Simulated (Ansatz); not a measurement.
Here is the system:

CuI:
```cif
data_Cu4I4
_chemical_formula_sum 'Cu4 I4'
_space_group_name_H-M_alt 'Cmcm'
_space_group_IT_number 63
_space_group_name_Hall '-C 2c 2'
_cell_length_a 6.65909
_cell_length_b 6.93764
_cell_length_c 4.25635
_cell_angle_alpha 90.000
_cell_angle_beta 90.000
_cell_angle_gamma 90.000
loop_
_space_group_symop_operation_xyz
  'x, y, z'
  '-x, -y, -z'
  '-x, -y, z+1/2'
  'x, y, -z+1/2'
  'x, -y, -z'
  '-x, y, z'
  '-x, y, -z+1/2'
  'x, -y, z+1/2'
  'x+1/2, y+1/2, z'
  '-x+1/2, -y+1/2, -z'
  '-x+1/2, -y+1/2, z+1/2'
  'x+1/2, y+1/2, -z+1/2'
  'x+1/2, -y+1/2, -z'
  '-x+1/2, y+1/2, z'
  '-x+1/2, y+1/2, -z+1/2'
  'x+1/2, -y+1/2, z+1/2'
loop_
_atom_site_label
_atom_site_type_symbol
_atom_site_symmetry_multiplicity
_atom_site_Wyckoff_symbol
_atom_site_fract_x
_atom_site_fract_y
_atom_site_fract_z
_atom_site_occupancy
Cu1 Cu 4 c 0.00000 0.41481 0.25000 1
I1 I 4 c 0.00000 0.21594 0.75000 1
```
(The calculation used a cell of 4 atoms; values per cell refer to that cell.)

This is the LDA-relaxed structure.

Problem. All from LDA (plane waves, PAW; program Ansatz), unless another level is named. Give the hole effective mass.

Solution. 0.13, 0.54, 2.6 mₑ (principal values).

Problem. And the band gap?

Solution. 0.82 eV (direct).

Problem. Predict the electron effective mass.

Solution. 0.14, 0.18, 0.85 mₑ (principal values).

Problem. And the formation energy from the elements (no fitted shifts)?

Solution. -0.025 eV/atom.

Problem. What about the valence-band maximum?

Solution. at Γ.

The first step of the workflow began from a Materials Project structure, measured or hypothetical; the Crystallography Open Database copy checked does not list it. It is not the phase usual at ambient conditions (space group No. 216). The cell was relaxed with LDA under the symmetry of its start; phonons show weakly imaginary modes. No spin polarisation was allowed. A crystal of weakly bound chains computed without a dispersion correction: the cell and the soft elastic constants depend strongly on that. The references are the lowest solids computed at this level, not always the standard phases. Scalar-relativistic: spin–orbit coupling is off unless named, which matters more the heavier the elements.

Potentials: the later of the program's two PAW sets.
